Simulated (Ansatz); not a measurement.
# Ansatz 0.2.0, relaxation: RbZn4As3

The input file (Ansatz 0.2.0, plane waves):

```yaml
crystal:
  lattice:
    - [4.178387, 0.0, 0.0]
    - [0.0, 4.178387, 0.0]
    - [0.0, 0.0, 10.372344]
  atoms:
    - { symbol: Rb, position: [0.0, 0.0, 0.5] }
    - { symbol: Zn, position: [0.0, 0.5, 0.15912] }
    - { symbol: Zn, position: [0.5, 0.0, 0.15912] }
    - { symbol: Zn, position: [0.0, 0.5, 0.84088] }
    - { symbol: Zn, position: [0.5, 0.0, 0.84088] }
    - { symbol: As, position: [0.5, 0.5, 0.29233] }
    - { symbol: As, position: [0.5, 0.5, 0.70767] }
    - { symbol: As, position: [0.0, 0.0, 0.0] }
  symmetry: { tolerance: 0.0003 }
kpoints:
  mp_grid: { grid: [6, 6, 3], shift: [0, 0, 0] }
magnetization:
  spin_polarized: false
scf:
  occupations: { method: fermi_dirac, width: 0.0318 }
  lower_state_search: "off"
hamiltonian:
  pseudopotentials: { kind: paw }
  xc: r2scan
basis:
  ecutwfc: 500
  fft_grid_basis: typed
relax:
  max_steps: 60
  cell: { p_target: 0.0 }
  f_tol: 0.03
output:
  forces: true
  stress: true
  eigenvalues: true
  bader: true
  populations: true
  elf: true
  write_potential: true
  volumetric_format: npy
  dos:
    e_range: [-12, 8]
    de: 0.05
    projected: { site_lists: { As: [As], Rb: [Rb], Zn: [Zn] } }
checkpoint:
  read: saved_state
```

Launch command:

```bash
ansatz run input.yaml --threads 2 --pin off --max-ram 3584MiB --backend cpu --events-out ev --progress --plain --runs-dir out
```

Origin of the cell: a database entry, scaled a little.

The saved state is a converged single point of the same cell.

Steps («new basis» is an SCF on plane waves selected anew at the same cell):

| step | ΔF (meV/atom) | max force component (eV/Å) | P (GPa) | volume (Å³) | SCF iterations | step was |
| --- | --- | --- | --- | --- | --- | --- |
| 1 | 0.0 | 0.205 | -0.97 | 181.09 | 7 | accepted |
| 2 | -1.6 | 0.042 | 0.01 | 179.23 | 7 | accepted |
| 3 | -1.7 | 0.002 | 0.03 | 179.20 | 6 | accepted |
| 4 | -1.7 | 0.002 | 0.02 | 179.20 | 7 | new basis |

The starting structure.

Space group P4/mmm (No. 123); the run's cell has a = 4.178 Å, b = 4.178 Å, c = 10.372 Å, α = 90.00°, β = 90.00°, γ = 90.00°. Shortest distances: As–Zn 2.50 Å, Zn–Zn 2.95 Å.

After:

Space group P4/mmm (No. 123); the run's cell has a = 4.149 Å, b = 4.149 Å, c = 10.408 Å, α = 90.00°, β = 90.00°, γ = 90.00°. Shortest distances: As–Zn 2.49 Å, Zn–Zn 2.93 Å.

```yaml
crystal:
  lattice:
    - [4.14942, 0.00000, 0.00000]
    - [0.00000, 4.14942, 0.00000]
    - [0.00000, 0.00000, 10.40819]
  atoms:
    - { symbol: Rb, position: [0.00000, 0.00000, 0.50000] }
    - { symbol: Zn, position: [0.00000, 0.50000, 0.15752] }
    - { symbol: Zn, position: [0.50000, 0.00000, 0.15752] }
    - { symbol: Zn, position: [0.00000, 0.50000, 0.84248] }
    - { symbol: Zn, position: [0.50000, 0.00000, 0.84248] }
    - { symbol: As, position: [0.50000, 0.50000, 0.28935] }
    - { symbol: As, position: [0.50000, 0.50000, 0.71065] }
    - { symbol: As, position: [0.00000, 0.00000, 0.00000] }
```

```yaml
Free_energy_lowered_by: 1.7 meV/atom
Volume_change: -1.04 %
Final_pressure: 0.02 GPa
Relaxation_steps_listed: 4
Formation_energy_elements_under_the_same_functional_gases_as_molecules_uncorrected: -0.390 eV/atom
```

Caveats: the relaxation held the start's symmetry, so the end may be a saddle point.

It ran for 81 s on 2 threads of Intel(R) Xeon(R) 6975P-C (Granite Rapids), on a shared host, peak memory 0.95 GiB, from a saved density.
